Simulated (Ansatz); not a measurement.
PbTe (rock salt)

Space group Fm-3m (No. 225); a = 6.5347 Å, b = 6.5347 Å, c = 6.5347 Å, α = 90.00°, β = 90.00°, γ = 90.00°

```tsv
atom	site	symmetry	x	y	z
Te	4a	m-3m	0.0000	0.0000	0.0000
Pb	4b	m-3m	0.5000	0.5000	0.5000
```
(The calculation used a cell of 2 atoms; values per cell refer to that cell.)

Grid over V/V₀ and (c/a)/(c/a)₀, subscript 0 meaning the relaxed cell; the conventional c axis lies along z; no internal relaxation.

All values below come from r2SCAN (plane waves to 500 eV, PAW, scalar-relativistic; Ansatz, a program for electronic structure). k mesh 9×9×9 (Γ-centred), Fermi-Dirac smearing 0.05 eV. E stands for the smeared free energy. Stress and pressure are positive under compression. PbTe was relaxed with its symmetry unable to fall. Spin-orbit coupling is left out, though Pb and Te are heavy. ΔE is measured from the relaxed starting cell.

ΔE (kJ/mol of atoms), with V/V₀ across and (c/a)/(c/a)₀ down:

```tsv
(c/a)/(c/a)₀ \ V/V₀	0.960	0.973	0.987	1.000	1.013	1.027	1.040
0.960	2.29	1.79	1.47	1.33	1.35	1.51	1.81
0.973	1.42	0.96	0.68	0.57	0.62	0.82	1.16
0.987	0.92	0.48	0.22	0.14	0.21	0.43	0.78
1.000	0.76	0.33	0.08	0.00	0.08	0.30	0.66
1.013	0.91	0.47	0.22	0.13	0.20	0.42	0.77
1.027	1.34	0.89	0.61	0.51	0.56	0.76	1.10
1.040	2.04	1.55	1.24	1.11	1.13	1.30	1.61
```

σxx (GPa), with V/V₀ across and (c/a)/(c/a)₀ down:

```
(c/a)/(c/a)₀ \ V/V₀  0.960  0.973  0.987  1.000  1.013  1.027  1.040
-------------------  -----  -----  -----  -----  -----  -----  -----
0.960                 0.22  -0.35  -0.88  -1.37  -1.83  -2.25  -2.65
0.973                 0.76   0.15  -0.41  -0.93  -1.42  -1.87  -2.29
0.987                 1.31   0.67   0.08  -0.48  -0.99  -1.47  -1.91
1.000                 1.88   1.20   0.58   0.00  -0.55  -1.05  -1.52
1.013                 2.46   1.76   1.10   0.48  -0.09  -0.62  -1.11
1.027                 3.06   2.32   1.63   0.99   0.39  -0.17  -0.69
1.040                 3.68   2.90   2.18   1.50   0.87   0.28  -0.26
```

What the scan shows:

The shear modulus C′ = (C11 − C12)/2 (fit, atoms clamped) is 54 GPa. Lowest place on the grid: V/V₀ = 1.000, (c/a)/(c/a)₀ = 1.000 (0.0 meV/atom). Highest place on the grid: V/V₀ = 0.960, (c/a)/(c/a)₀ = 0.960 (23.7 meV/atom).

(A scan under strain: stresses follow from slopes of the energy per volume, elastic moduli from its curvatures.)
